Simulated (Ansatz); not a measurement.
Relaxed-ion elastic tensor of HfC (CsCl type, Pm-3m) in GPa (Voigt order), r²SCAN in the plane-wave PAW code Ansatz; density 13.15 g/cm³, 12.03 Å³ per atom.

```
 183   233   233   0.0   0.0   0.0
 233   183   233   0.0   0.0   0.0
 233   233   183   0.0   0.0   0.0
 0.0   0.0   0.0  -283   0.0   0.0
 0.0   0.0   0.0   0.0  -283   0.0
 0.0   0.0   0.0   0.0   0.0  -283
```

Q: Is the crystal mechanically stable?

A: No: the smallest eigenvalue of C is -283 GPa.

A made-up cell: these elements were put on the sites of a structure type; neither database checked (COD, Materials Project) lists it. It is not the phase usual at ambient conditions (space group No. 225). The r²SCAN relaxation kept the symmetry of its start. At this level the phase is mechanically unstable. No spin polarisation was allowed. As this level gives no gap, shear constants depend on the k-mesh and smearing (Fermi–Dirac, 0.1 eV here). Spin–orbit coupling is left out wherever it is not named.

Potentials: the later of the program's two PAW sets.
